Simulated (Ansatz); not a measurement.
Si$_{3}$Ge:
```
CELL_PARAMETERS angstrom
      3.88587     0.00000     0.00000
      0.00000     3.88587     0.00000
      0.00000     0.00000     5.48828
ATOMIC_POSITIONS crystal
  Si 0.50000 0.00000 0.75485
  Si 0.00000 0.00000 0.00000
  Si 0.00000 0.50000 0.24515
  Ge 0.50000 0.50000 0.50000
```

Relaxed with r²SCAN. Special points in fractions of this cell's reciprocal vectors: Γ (0.000, 0.000, 0.000); X (0.000, 0.500, 0.000); M (0.500, 0.500, 0.000); Z (0.000, 0.000, 0.500); R (0.000, 0.500, 0.500); A (0.500, 0.500, 0.500).

Question: List the band energies nearest the valence-band maximum at these points for the program Ansatz at the r²SCAN with spin–orbit coupling level (PAW).

Answer: In eV from the valence-band maximum; about four levels below and three above (degenerate sets whole), none deeper than 8.9 eV; points with the same levels are listed once.

```
k                    below                          above
-  -----------------------  -----------------------------
Γ    -0.02 -0.02 0.00 0.00            0.81 0.81 0.98 0.98
X  -1.64 -1.64 -1.38 -1.38            2.41 2.41 2.79 2.79
M  -3.09 -3.09 -3.04 -3.04            0.53 0.53 0.98 0.98
Z  -2.00 -2.00 -1.92 -1.92            1.06 1.06 1.40 1.40
R  -1.35 -1.35 -1.20 -1.20            1.23 1.23 1.71 1.71
A  -4.07 -4.07 -4.01 -4.01  4.46 4.46 4.67 4.67 4.67 4.67
```

Space group P-4m2. The start of the workflow was typed in or built on a structure type; neither database checked (COD, Materials Project) lists it. Its standing as an ambient phase is unchecked. The r²SCAN relaxation kept the symmetry of its start; whether a distortion lowers the energy is not shown.

Potentials: the earlier of the program's two PAW sets.
